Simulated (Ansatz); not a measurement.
Ag: opening a crack plane

Ag, P6_3/mmc, a = 2.904 Å, c = 4.748 Å. This isn't the element's structure at ambient conditions. Ansatz: r2SCAN, PAW, 500 eV, Γ-centred 23×23×5 mesh on 6 atoms, Gaussian smearing 0.15 eV; no spin polarisation. One cut on (001) per cell of 6 atoms is opened rigidly by x, between planes of Ag and Ag that stand 2.37 Å apart; y is the energy per area (7.302 Å², 1 eV/Å² = 16.02 J/m²).

```
x (Å) y (J/m²)
 0.00     0.000
 0.25         ?
 0.50     0.415
 1.00     0.962
 1.50     1.333
 2.00     1.553
 3.00     1.749
 4.50     1.807
 6.00     1.813
```

Question: Fit the universal binding curve y = W[1 − (1 + x/l) e^(−x/l)] to the other rows, give the peak stress, and predict the missing value.

Answer: Least squares gives W = 1.81 J/m² and l = 0.566 Å. The stress dy/dx peaks at x = l with W/(e l) = 11.8 GPa, for rigid faces. At x = 0.25: x/l = 0.442, y = 0.132 J/m². The run gave 0.138 J/m², so the fit is 0.006 J/m² too low, within the rms miss on the fitted rows (0.010 J/m²).

Cost: 10 runs of about 25 core-minutes in all, on Oxide Virtual Turin-like Processor (Zen 5) (shared hosts).